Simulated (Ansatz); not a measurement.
Input:

CuI:
```xyz
2
Lattice="0.0000 2.9306 2.9306 2.9306 0.0000 2.9306 2.9306 2.9306 0.0000" Properties=species:S:1:pos:R:3 pbc="T T T"
Cu     4.3959     4.3959     4.3959
I      0.0000     0.0000     0.0000
```

This is the LDA-relaxed structure. Cartesian axes are those of the cell as given.

### Question
All from the program Ansatz at the LDA level (PAW), unless another level is named. Estimate the Young's modulus.

### Answer
50.4 GPa.

### Question
What about the piezoelectric stress constants (proper, relaxed ions, C/m²)?

### Answer
e14 = e25 = e36 = 0.07.

Space group F-43m (zinc blende). Symmetry was held in the LDA relaxation; phonons on a q-mesh show no instability. No spin polarisation was allowed. Spin–orbit coupling is left out wherever it is not named.

Potentials: the earlier of the program's two PAW sets.
